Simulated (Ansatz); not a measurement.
Clean, relaxed (101) surface of WC, space group P-6m2 (No. 187) (top face towards +c; atoms held fixed, by place in the list: 1, 2, 3, 4, 5, 6, 7, 8, 9, 10, 11, 12, 13, 14, 15, 16):

```yaml
crystal:
  lattice:
    - [5.80381, 0.00000, 0.00000]
    - [-2.90191, 7.57358, 0.00000]
    - [0.00000, 0.00000, 22.95306]
  atoms:
    - { symbol: W, position: [0.86011, 0.72022, 0.37032] }
    - { symbol: W, position: [0.86011, 0.22022, 0.37032] }
    - { symbol: W, position: [0.36011, 0.72022, 0.37032] }
    - { symbol: W, position: [0.36011, 0.22022, 0.37032] }
    - { symbol: C, position: [0.00346, 0.00692, 0.38397] }
    - { symbol: C, position: [0.00346, 0.50692, 0.38397] }
    - { symbol: C, position: [0.50346, 0.00692, 0.38397] }
    - { symbol: C, position: [0.50346, 0.50692, 0.38397] }
    - { symbol: W, position: [0.72022, 0.44044, 0.45222] }
    - { symbol: W, position: [0.72022, 0.94044, 0.45222] }
    - { symbol: W, position: [0.22022, 0.44044, 0.45222] }
    - { symbol: W, position: [0.22022, 0.94044, 0.45222] }
    - { symbol: C, position: [0.86357, 0.72714, 0.46587] }
    - { symbol: C, position: [0.86357, 0.22714, 0.46587] }
    - { symbol: C, position: [0.36357, 0.72714, 0.46587] }
    - { symbol: C, position: [0.36357, 0.22714, 0.46587] }
    - { symbol: W, position: [0.58028, 0.16071, 0.53496] }
    - { symbol: W, position: [0.58028, 0.66071, 0.53496] }
    - { symbol: W, position: [0.08028, 0.16071, 0.53496] }
    - { symbol: W, position: [0.08028, 0.66071, 0.53496] }
    - { symbol: C, position: [0.72256, 0.44539, 0.54751] }
    - { symbol: C, position: [0.72256, 0.94539, 0.54751] }
    - { symbol: C, position: [0.22256, 0.44539, 0.54751] }
    - { symbol: C, position: [0.22256, 0.94539, 0.54751] }
    - { symbol: W, position: [0.43785, 0.87598, 0.61571] }
    - { symbol: W, position: [0.43785, 0.37598, 0.61571] }
    - { symbol: W, position: [0.93785, 0.87598, 0.61571] }
    - { symbol: W, position: [0.93785, 0.37598, 0.61571] }
    - { symbol: C, position: [0.59020, 0.18062, 0.62819] }
    - { symbol: C, position: [0.59020, 0.68062, 0.62819] }
    - { symbol: C, position: [0.09020, 0.18062, 0.62819] }
    - { symbol: C, position: [0.09020, 0.68062, 0.62819] }
```

These are results of Ansatz, DFT PBE+D3(BJ), scalar-relativistic, plane waves, PAW, not measurements. Settings: cutoff 420 eV, Γ-centred mesh 6×4×1 on the computed 32-atom cell, Gaussian smearing of 0.10 eV; no spin polarisation. The cell repeats along c with a dipole correction in the vacuum.

The adsorption energy is E(slab + adsorbate) − E(slab) − E(free adsorbate, spin-polarised where open-shell). With the adsorbate the cell is lengthened along c to keep the vacuum.

Q: Al (atom) is put at the hollow (W-C) at (0.26, 0.03) site, one adsorbate per 44.0 Å². What structure does it relax to?

A: E_ads = -5.00 eV. Contacts: Al–C 2.02 Å, Al–C 2.02 Å, Al–W 2.70 Å, Al–W 2.71 Å.

```xyz
33
Lattice="5.8038 0.0000 0.0000 -2.9019 7.5736 0.0000 0.0000 0.0000 24.9531" Properties=species:S:1:pos:R:3 pbc="T T T"
W     2.9019    5.4546    8.5000
W     4.3529    1.6678    8.5000
W     0.0000    5.4546    8.5000
W     1.4510    1.6678    8.5000
C     0.0000    0.0524    8.8133
C    -1.4510    3.8392    8.8133
C     2.9019    0.0524    8.8133
C     1.4510    3.8392    8.8133
W     2.9019    3.3357   10.3799
W     1.4510    7.1225   10.3799
W     0.0000    3.3357   10.3799
W    -1.4510    7.1225   10.3799
C     2.9019    5.5071   10.6932
C     4.3529    1.7203   10.6932
C     0.0000    5.5071   10.6932
C     1.4510    1.7203   10.6932
W     2.9011    1.2109   12.2842
W     1.4504    5.0074   12.2598
W     0.0006    1.2109   12.2846
W    -1.4512    5.0081   12.2574
C     2.9045    3.3675   12.5568
C     1.4511    7.1638   12.5924
C    -0.0023    3.3676   12.5570
C    -1.4510    7.1596   12.5792
W    -0.0107    6.5950   14.1529
W     1.4514    2.9348   14.1341
W     2.9126    6.5950   14.1534
W     4.3534    2.8913   14.1185
C     2.9015    1.4049   14.4638
C     1.4516    5.1157   14.4316
C     0.0013    1.4054   14.4642
C    -1.4496    5.0603   14.3546
Al   -1.4501    8.3038   15.6929
```

Each end is the local minimum or symmetric point that its start leads to. The slab is only 6.0 Å thick, so the energies aren't converged with thickness.

An atom lies near a switch of its D3 coefficient C6 between reference coordination numbers, so the dispersion energy changes steeply there and can make or shift the minimum.